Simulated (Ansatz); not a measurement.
A relaxed cell of Cs2AgBiBr6 (Fm-3m (No. 225)), relaxed on a k-mesh at least as fine as the one used below. These are r2SCAN (plane waves to 500 eV, PAW, scalar-relativistic; Ansatz, an electronic-structure program) values and carry that method's errors. Γ-centred k-mesh 5×5×5 on the run's cell, Fermi–Dirac smearing 0.05 eV.

```xyz
10
Lattice="0.0000 5.6704 5.6704 5.6704 0.0000 5.6704 5.6704 5.6704 0.0000" Properties=species:S:1:pos:R:3 pbc="T T T"
Cs     2.8352     2.8352     2.8352
Cs     8.5056     8.5056     8.5056
Ag     5.6704     5.6704     5.6704
Bi     0.0000     0.0000     0.0000
Br     2.8567     5.6704     5.6704
Br     8.4841     5.6704     5.6704
Br     5.6704     2.8567     5.6704
Br     5.6704     8.4841     5.6704
Br     5.6704     5.6704     2.8567
Br     5.6704     5.6704     8.4841
```

The atoms are displaced by (Å):

| atom | ux | uy | uz |
|---|---|---|---|
| Cs1 | 0.003 | -0.017 | 0.018 |
| Cs2 | -0.167 | 0.074 | 0.074 |
| Ag3 | -0.114 | -0.017 | 0.015 |
| Bi4 | 0.108 | 0.031 | -0.028 |
| Br5 | -0.030 | 0.089 | 0.040 |
| Br6 | 0.046 | -0.204 | -0.075 |
| Br7 | 0.222 | -0.111 | 0.026 |
| Br8 | 0.035 | -0.049 | -0.094 |
| Br9 | -0.060 | -0.031 | 0.012 |
| Br10 | -0.072 | 0.026 | -0.064 |

What forces (eV/Å) and pressure result?


| atom | Fx | Fy | Fz |
|---|---|---|---|
| Cs1 | 0.01 | 0.01 | 0.00 |
| Cs2 | 0.12 | -0.06 | -0.10 |
| Ag3 | 0.40 | -0.01 | -0.13 |
| Bi4 | -1.00 | -0.77 | 0.05 |
| Br5 | 0.53 | -0.15 | -0.03 |
| Br6 | -0.05 | 0.21 | 0.07 |
| Br7 | -0.25 | 0.69 | 0.02 |
| Br8 | 0.12 | 0.13 | 0.03 |
| Br9 | 0.01 | -0.04 | -0.12 |
| Br10 | 0.11 | 0.00 | 0.20 |

Pressure +0.4 GPa.

Estimate the energy cost of the displacement in the harmonic approximation and compare with the calculation.

For a harmonic well ΔE = −½ Σ F·u = 0.225 eV a cell, or 22 meV/atom. The calculated energy relative to the undisplaced cell is +0.022 eV/atom, so the harmonic estimate holds well.

No spin polarisation in the result.

The run that gave the undisplaced cell could not lose the symmetry of its start.

The first start was generated by placing the elements on the sites of a structure type. A measured structure of Cs2AgBiBr6 has the same space group, Fm-3m (No. 225); the sites were not compared with it.
